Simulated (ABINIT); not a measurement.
ABINIT input for W, PBE with JTH PAW datasets:

```
pp_dirpath "./pseudo"
pseudos "W.GGA_PBE-JTH.xml"

acell 3*1.0 angstrom
rprim
   -1.585160000000     1.585160000000     1.585160000000
    1.585160000000    -1.585160000000     1.585160000000
    1.585160000000     1.585160000000    -1.585160000000
ntypat 1
znucl 74
natom 1
typat 1
xred
    0.000000000000     0.000000000000     0.000000000000
tolsym 1e-5
chksymtnons 0
chkprim 0

ecut 20
pawecutdg 40
pawovlp 20
ngkpt 17 17 17
nshiftk 1
shiftk 0 0 0
nband 10
occopt 3
tsmear 0.003
tolvrs 1e-10
nstep 90

nucefg 2
quadmom 0
nucfc 1
prtwf 0
prtden 0
prteig 0
prtebands 0
prtgsr 0
```

The geometry is a computed Materials Project entry, not a measured one. It is W in Im-3m. Stability against distortions was not tested. The run has no spin polarisation.

Each row changes or adds one setting. The quadmom values are sizes without sign and don't touch the SCF cycle. The limit is 90 steps.  The run is metallic or nearly gapless at this level (smeared occupations).

**Question.** Which of these changes costs the most SCF steps: diemac = 1000; diemix = 0.2; diemix = 1.0; iscf = 2; iscf = 3; nline = 8; npulayit = 2; wfoptalg = 114?

**Answer.** diemix = 0.2, with 25 steps against 16.

| setting typed | SCF steps | k-points | converged |
|---|---|---|---|
| as in the input | 16 | 165 | yes |
| diemac = 1000 | 17 | 165 | yes |
| diemix = 0.2 | 25 | 165 | yes |
| diemix = 1.0 | 16 | 165 | yes |
| iscf = 2 | 15 | 165 | yes |
| iscf = 3 | 13 | 165 | yes |
| nline = 8 | 15 | 165 | yes |
| npulayit = 2 | 11 | 165 | yes |
| wfoptalg = 114 | 8 | 165 | yes |
